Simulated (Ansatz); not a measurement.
LaB6:
```yaml
crystal:
  lattice:
    - [4.15500, 0.00000, 0.00000]
    - [0.00000, 4.15500, 0.00000]
    - [0.00000, 0.00000, 4.15500]
  atoms:
    - { symbol: La, position: [0.00000, 0.00000, 0.00000] }
    - { symbol: B, position: [0.19982, 0.50000, 0.50000] }
    - { symbol: B, position: [0.50000, 0.19982, 0.50000] }
    - { symbol: B, position: [0.80018, 0.50000, 0.50000] }
    - { symbol: B, position: [0.50000, 0.80018, 0.50000] }
    - { symbol: B, position: [0.50000, 0.50000, 0.19982] }
    - { symbol: B, position: [0.50000, 0.50000, 0.80018] }
```

Relaxed with PBE.

**Question.** Tabulate the valence density and the electron localisation function along the shortest B–B contact (1.66 Å), the program Ansatz at the PBE level (PAW).

**Answer.** 

```
distance from B (Å)  density (e/Å³)   ELF
-------------------  --------------  ----
0.17                           0.44  0.01
0.25                           0.63  0.08
0.33                           0.81  0.30
0.42                           0.94  0.59
0.50                           1.02  0.79
0.58                           1.05  0.89
0.66                           1.04  0.93
0.75                           1.03  0.95
0.83                           1.02  0.95
0.91                           1.03  0.95
1.00                           1.04  0.93
1.08                           1.05  0.89
1.16                           1.02  0.79
1.25                           0.94  0.59
1.33                           0.81  0.30
1.41                           0.63  0.08
1.49                           0.44  0.01
```

The density is the valence pseudo-density with augmentation charge, so density and ELF within about 1 Å of a nucleus are not all-electron values.

Space group Pm-3m. The PBE relaxation kept the symmetry of its start. Scalar-relativistic: spin–orbit coupling is off unless named, which matters more the heavier the elements.

Potentials: the later of the program's two PAW sets.
